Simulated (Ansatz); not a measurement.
RuS₂ (Pa-3) from a database of computed structures, relaxed with r2SCAN in Ansatz 0.2.0: it is cubic, Pa-3 (No. 205); a = 5.632 Å in the conventional setting, 14.89 Å³ an atom. Around Ru lie 6 S at 2.36 Å; around S lie 1 S at 2.19 Å and 3 Ru at 2.36 Å. The primitive cell holds 12 atoms in 178.64 Å³. (Simulation; spin polarisation is off.)

Computed values: HSE06 (4×4×4) gives a least gap of 1.74 eV and a least direct gap of 2.13 eV. In PBE's bands the lowest conduction level rises by 0.032 eV from Γ to the point 0.0558 1/Å along Γ–X; the direct gap at Γ is 0.93 eV. r2SCAN's ε∞ is 14.47.

What is the density?
The cell holds 4 Ru, 8 S: M = 4×101.070 + 8×32.060 = 660.76 u in V = 178.64 Å³. ρ = 1.66054 × M/V = 1.66054 × 660.76/178.64 = 6.142 g/cm³, for the static r2SCAN lattice.

At what wavelength does absorption set in by HSE06, excitons left aside?
λ = 1239.84 eV nm/E: 713 nm for the least gap, where it needs phonons and is weak, and 582 nm for direct transitions. The direct edge lies in the visible range.

Estimate the electron mass at Γ from the rise of PBE's conduction level.
A parabola gives m*/mₑ = (ħ²/2mₑ) k²/ΔE = 3.810 × 0.0558²/0.032 = 0.371. The band flattens away from Γ; with E(1 + E/E_g) = ħ²k²/2m* the mass at the edge is 0.371/(1 + 0.032/0.93) = 0.358 (1/E_g is only a rough value for the bending). It is PBE's mass, and a gap that is too small makes it too light.

What refractive index and reflectivity at normal incidence follow, below the gap and above the phonons?
n = √14.47 = 3.804; R = ((n − 1)/(n + 1))² = (2.804/4.804)² = 34.1 % a face.

The runs are scalar-relativistic, without spin-orbit coupling.

Where an edge lies off the special points, it is a point of the mesh or the k point where a search put PBE's edge or least direct gap, reused for the other functionals, whose own edges may lie a little apart.

The meshes of the hybrids are coarse, so their gaps aren't converged to the digits shown.

For a response run the program warns that the ground state's bands aren't all converged, so ε∞ carries an extra error.
